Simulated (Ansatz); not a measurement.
A surface is cut from this relaxed crystal of Sc:

```
Sc
1.0
     0.00000   -2.27595   -2.27595
     2.27595    0.00000   -2.27595
     2.27595   -2.27595    0.00000
Sc
1
Direct
  0.00000 0.00000 0.00000
```

Miller indices refer to the conventional cell of Fm-3m (No. 225), a = 4.552 Å, b = 4.552 Å, c = 4.552 Å, α = 90.00°, β = 90.00°, γ = 90.00°.

The (100) slab of 5 planes, 9.1 Å thick with 15 Å of vacuum as cut; outer planes Sc (top) and Sc (bottom).

Theory: DFT PBEsol, scalar-relativistic, plane waves, PAW (Ansatz). Settings: cutoff 420 eV, Γ-centred mesh 11×11×1 on the computed 5-atom cell, Gaussian smearing of 0.10 eV; no spin polarisation. The cell repeats along c with a dipole correction in the vacuum.

Results for the relaxed slab:

```
Surface energy (mean of both faces) : 1.26 J/m²
Work function                       : 2.89 eV
```

Relaxation lowers the energy by 0.066 J/m² a face; the largest move is 0.170 Å.

```tsv
plane (bottom to top)	atoms	spacing to next, bulk (Å)	relaxed (Å)	change (%)
1	Sc	2.276	2.103	-7.6
2	Sc	2.276	2.278	+0.1
3	Sc	2.276	2.278	+0.1
4	Sc	2.276	2.103	-7.6
5	Sc
```

The reference crystal is the fcc form of Sc, which isn't its usual structure.